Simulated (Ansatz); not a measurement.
GaAs:
```xyz
2
Lattice="0.0000 2.8294 2.8294 2.8294 0.0000 2.8294 2.8294 2.8294 0.0000" Properties=species:S:1:pos:R:3 pbc="T T T"
Ga     0.0000     0.0000     0.0000
As     4.2442     4.2442     4.2442
```

Tensor components refer to the Cartesian frame of this cell.

Q: Give the proper piezoelectric stress tensor with relaxed ions from the program Ansatz at the PBEsol level (PAW).

A: In C/m², rows x, y, z, Voigt columns; mesh uncertainty up to 0.01.
```
0.00  0.00  0.00  0.26  0.00  0.00
0.00  0.00  0.00  0.00  0.26  0.00
0.00  0.00  0.00  0.00  0.00  0.26
```

The elastic tensor of the same run (GPa):

```
 110  49.2  49.2   0.0   0.0   0.0
49.2   110  49.2   0.0   0.0   0.0
49.2  49.2   110   0.0   0.0   0.0
 0.0   0.0   0.0  55.0   0.0   0.0
 0.0   0.0   0.0   0.0  55.0   0.0
 0.0   0.0   0.0   0.0   0.0  55.0
```

Q: Convert to strain constants d = e·S.

A: In pC/N:
```
0.0  0.0  0.0  4.7  0.0  0.0
0.0  0.0  0.0  0.0  4.7  0.0
0.0  0.0  0.0  0.0  0.0  4.7
```

Space group F-43m (zinc blende). The PBEsol relaxation kept the symmetry of its start.

Potentials: the later of the program's two PAW sets.
